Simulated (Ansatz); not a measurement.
Starting cell, HfO₂ (fluorite):

```
HfO2
1.0
    0.00000     2.54906     2.54906
    2.54906     0.00000     2.54906
    2.54906     2.54906     0.00000
Hf O
1 2
Cartesian
  0.00000   0.00000   0.00000
  1.27453   1.27453   1.27453
  3.82359   3.82359   3.82359
```

The atoms are displaced by Q × the pattern below (from a DFPT mode at Γ, largest move 1; Q in Å), at fixed cell. It is one choice among 3 degenerate patterns.

```tsv
atom	x	y	z
Hf1	0.000	0.000	-0.179
O2	0.000	0.000	1.000
O3	0.000	0.000	1.000
```

Level of theory: PBE (plane waves to 420 eV, PAW, scalar-relativistic; Ansatz, an electronic-structure program). k mesh 11×11×11 (Γ-centred), Fermi-Dirac smearing 0.05 eV. E stands for the smeared free energy. HfO2 is run without spin polarisation. HfO2 was relaxed with its symmetry unable to fall. Spin-orbit coupling is left out, though Hf is heavy. The PAW data are Ansatz's earlier set. This is a high-temperature form of HfO2. The zero of ΔE is the undisplaced structure.

Successive frames, forces in eV/Å:

```
frame        ΔE (meV/cell)               F on Hf1                 F on O2                 F on O3
-----------  -------------  ---------------------  ----------------------  ----------------------
Q = 0.280 Å            357  (0.000, 0.000, 2.638)  (0.000, 0.000, -1.319)  (0.000, 0.000, -1.319)
Q = 0.233 Å            230  (0.000, 0.000, 1.990)  (0.000, 0.000, -0.995)  (0.000, 0.000, -0.995)
Q = 0.187 Å            136  (0.000, 0.000, 1.425)  (0.000, 0.000, -0.713)  (0.000, 0.000, -0.713)
Q = 0.140 Å             71  (0.000, 0.000, 0.953)  (0.000, 0.000, -0.477)  (0.000, 0.000, -0.477)
```

Q: What are the energy and the forces in the next frame, Q = 0.093 Å?

A: ΔE (meV/cell) = 30.

```
atom     Fx     Fy      Fz
----  -----  -----  ------
Hf1   0.000  0.000   0.571
O2    0.000  0.000  -0.286
O3    0.000  0.000  -0.286
```

(A displaced cell: forces are minus the slopes of the energy, force constants its curvatures, and phonons follow from these.)
